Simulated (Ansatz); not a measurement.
# MgNb4VO12: field gradients at two levels of theory

Cell: a Materials Project structure (computed, not necessarily an observed phase).

```xyz
18
Lattice="5.3156 0.0000 0.0000 0.0183 5.6622 0.0000 0.0070 0.6631 7.7426" Properties=species:S:1:pos:R:3 pbc="T T T"
Mg    2.6724    5.3788    1.6375
Nb    5.3065    0.0320    0.0083
Nb    2.6645    3.2059    3.8990
Nb    0.0224    5.9735    3.8348
Nb    2.6455    2.8166    0.0123
V     5.3262    2.8131    5.4816
O     3.8088    1.7724    4.4023
O     4.5689    0.3607    2.0809
O     3.7355    5.3713    7.6294
O     4.3833    4.4553    4.5029
O     1.1875    4.3078    0.5338
O     3.1103    3.3116    2.0683
O     1.9613    3.5404    5.9646
O     4.3308    2.6263    7.3650
O     1.0509    2.2116    3.7183
O     1.7038    1.2906    0.6787
O     0.4738    0.7796    5.9135
O     1.7013    5.1435    3.4484
```

Atom numbers follow the list; atoms alike are taken as one site, whose name carries the number of the first.

First run. Level of theory: DFT, PBE, plane waves and PAW, scalar-relativistic, collinear spin, 420 eV cutoff, Γ-centred 5×4×3 k-points, Fermi–Dirac smearing 0.02 eV (Ansatz 0.2.0). Start moments as typed (μB): 3 on each V, none on the rest.

```json
{"site": "Mg", "atom": "1", "V_zz (10²¹ V/m²)": "0.56", "η": "0.23", "m (μB)": "0.00"}
{"site": "Nb2", "atom": "2", "V_zz (10²¹ V/m²)": "4.38", "η": "0.25", "m (μB)": "0.03"}
{"site": "Nb3", "atom": "3", "V_zz (10²¹ V/m²)": "3.51", "η": "0.45", "m (μB)": "0.06"}
{"site": "Nb4", "atom": "4", "V_zz (10²¹ V/m²)": "0.41", "η": "0.98", "m (μB)": "0.06"}
{"site": "Nb5", "atom": "5", "V_zz (10²¹ V/m²)": "1.06", "η": "0.96", "m (μB)": "0.07"}
{"site": "V", "atom": "6", "V_zz (10²¹ V/m²)": "0.79", "η": "0.42", "m (μB)": "1.92"}
{"site": "O7", "atom": "7", "V_zz (10²¹ V/m²)": "-3.03", "η": "0.14", "m (μB)": "0.00"}
{"site": "O8", "atom": "8", "V_zz (10²¹ V/m²)": "2.38", "η": "0.89", "m (μB)": "0.00"}
{"site": "O9", "atom": "9", "V_zz (10²¹ V/m²)": "2.52", "η": "0.50", "m (μB)": "0.00"}
{"site": "O10", "atom": "10", "V_zz (10²¹ V/m²)": "-2.95", "η": "0.16", "m (μB)": "0.00"}
{"site": "O13", "atom": "13", "V_zz (10²¹ V/m²)": "-3.00", "η": "0.19", "m (μB)": "0.00"}
{"site": "O14", "atom": "14", "V_zz (10²¹ V/m²)": "-3.03", "η": "0.26", "m (μB)": "-0.01"}
{"site": "O15", "atom": "15", "V_zz (10²¹ V/m²)": "-3.18", "η": "0.15", "m (μB)": "0.00"}
{"site": "O17", "atom": "17", "V_zz (10²¹ V/m²)": "-3.15", "η": "0.18", "m (μB)": "0.00"}
```

Second run. The same atoms and settings, except that a Hubbard term is added (U = 4.1 eV on V d).

Problem. Given the first result, estimate the second.

Solution. 

```
site  atom   V_zz     η  change of V_zz  m (μB)
  Mg     1   0.56  0.23            0.00    0.00
 Nb2     2   4.53  0.29           +0.15    0.01
 Nb3     3   3.81  0.45           +0.30    0.02
 Nb4     4  -0.71  0.39               –    0.02
 Nb5     5   1.19  0.84           +0.13    0.03
   V     6  -0.23  0.95               –    2.18
  O7     7  -2.48  0.67           +0.55    0.00
  O8     8   2.43  0.84           +0.05    0.00
  O9     9   2.58  0.48           +0.06    0.00
 O10    10  -2.58  0.57           +0.37   -0.01
 O13    13  -2.68  0.55           +0.32    0.00
 O14    14  -2.68  0.65           +0.35   -0.01
 O15    15  -2.62  0.65           +0.56    0.00
 O17    17  -2.60  0.60           +0.55    0.00
```

The largest change of V_zz along a kept axis is on O15, from -3.18 to -2.62. The whole tensor moves most on O7, by 1.26 along its most changed direction. In per cent, |V_zz| changes by +1 on Mg, +3 to +13 on Nb, -18 to +2 on O (all sites that start above 0.5, bar those whose gradient vanishes or changes sign or whose main axis turns by over 40°). Where |V_zz| stays above 0.1 and the axes keep their order, η moves most on O10, from 0.16 to 0.57. On O15, O17, O7 V_xx and V_yy change places (or their axes turn by over 50°), so the two values of η hide a larger change. On V, Nb4 the largest principal value lies along another axis in the second run, so the two V_zz can't be compared directly. The table leaves out 4 of the 18 sites, with |V_zz| up to 2.89; their tensors move by 0.11 at most along any direction. The statements above cover all sites.

The largest force is 0.6 eV/Å, so the atoms aren't at the calculated equilibrium and relaxing them would move these values. All moments are parallel here, as the start or the cell imposes; many such compounds order antiparallel, where fields and spin densities carried over to other atoms largely cancel. The magnetic order is the one that the run reached from its start moments, not necessarily the measured one.
For the first run: At this cell the PBE pressure is -5 GPa, so with PBE the cell would shrink if it were relaxed. The entry's cell may itself be off. Without spin–orbit coupling (the program notes it for Nb) the gradients can shift somewhat, as the gap is small. With a gap of 0.5 eV on this mesh, small gradients can still move by 0.1 × 10²¹ V/m² or more as the k-mesh gets denser.
For the second run: Without spin–orbit coupling (the program notes it for Nb) the gradients are little affected as a rule: paired runs on crystals with a gap mostly move them by under 2 % at such atoms.
